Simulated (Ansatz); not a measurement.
Starting structure of a cell relaxation (symmetry kept):

```cif
data_structure
_symmetry_space_group_name_H-M 'I4/mmm'
_symmetry_Int_Tables_number 139
_cell_length_a 4.1785
_cell_length_b 4.1785
_cell_length_c 13.1326
_cell_angle_alpha 90.000
_cell_angle_beta 90.000
_cell_angle_gamma 90.000
_cell_volume 229.30
loop_
_atom_site_label
_atom_site_type_symbol
_atom_site_symmetry_multiplicity
_atom_site_Wyckoff_symbol
_atom_site_fract_x
_atom_site_fract_y
_atom_site_fract_z
_atom_site_occupancy
Ba1 Ba 4 e 0.00000 0.00000 0.13846 1
Ru1 Ru 2 b 0.50000 0.50000 0.00000 1
N1 N 4 e 0.50000 0.50000 0.13823 1
```

Level of theory: DFT PBE, scalar-relativistic, plane waves, PAW (Ansatz 0.2.0).

Settings: cutoff 420 eV, Γ-centred mesh 12×12×12 on the computed 5-atom cell, Gaussian smearing of 0.10 eV; no spin polarisation.

Problem. What does it relax to?

Solution. The volume stays the same within 0.01 Å³/atom to 22.93 Å³/atom, and the energy changes by under 0.1 meV/atom. Final structure:
```cif
data_structure
_symmetry_space_group_name_H-M 'I4/mmm'
_symmetry_Int_Tables_number 139
_cell_length_a 4.1785
_cell_length_b 4.1785
_cell_length_c 13.1326
_cell_angle_alpha 90.000
_cell_angle_beta 90.000
_cell_angle_gamma 90.000
_cell_volume 229.30
loop_
_atom_site_label
_atom_site_type_symbol
_atom_site_symmetry_multiplicity
_atom_site_Wyckoff_symbol
_atom_site_fract_x
_atom_site_fract_y
_atom_site_fract_z
_atom_site_occupancy
Ba1 Ba 4 e 0.00000 0.00000 0.13846 1
Ru1 Ru 2 b 0.50000 0.50000 0.00000 1
N1 N 4 e 0.50000 0.50000 0.13823 1
```

Cost: 1 run of about 0.54 core-minutes, on Intel Xeon 6975P-C (Granite Rapids) (shared hosts).